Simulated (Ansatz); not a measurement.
A relaxed structure of Al2Cu is spoiled in several ways and relaxed again each time (noise and exchanges are one random draw each; squeezed and stretched starts keep its symmetry, which their runs cannot lower; pressure is positive under compression). Computed with PBEsol (plane waves to 420 eV, PAW, scalar-relativistic; Ansatz, an electronic-structure program).

Space group I4/mcm (No. 140); a = b = 6.002 Å, c = 4.815 Å, α = β = γ = 90.00°

```json
[
 {"atom": "Al", "site": "8h", "symmetry": "m.2m", "x": "0.1589", "y": "0.3411", "z": "0.0000"},
 {"atom": "Cu", "site": "4a", "symmetry": "422", "x": "0.0000", "y": "0.0000", "z": "0.2500"}
]
```
(The calculation used a cell of 6 atoms; values per cell refer to that cell.)

Problem. One start gave a first pressure of -15.7 GPa, a largest first force of 0.11 eV/Å and released 0.27 eV/atom. Which change was it?
A) stretched uniformly to 150 % of its volume
B) with every coordinate shifted by Gaussian noise of σ = 0.3 Å
C) stretched uniformly to 130 % of its volume

Solution. C, stretched uniformly to 130 % of its volume. All starts:

| change | first pressure (GPa) | largest first force (eV/Å) | released (eV/atom) | moves | outcome | final group | E − E(parent) (eV/atom) |
|---|---|---|---|---|---|---|---|
| stretched uniformly to 150 % of its volume | -17.2 | 0.14 | 0.58 | 12 | returns to the parent | I4/mcm | 0.00 |
| with every coordinate shifted by Gaussian noise of σ = 0.3 Å | – | – | 1.8 | 14 | returns to the parent | Fmmm (nearly I4/mcm) | 0.00 |
| stretched uniformly to 130 % of its volume | -15.7 | 0.11 | 0.27 | 12 | returns to the parent | I4/mcm | 0.00 |

First-step values come from each run's starting, coarser k-mesh (8×8×8, 9×9×8). The runs use different k-meshes, so differences are rounded accordingly. No spin polarisation in the result.
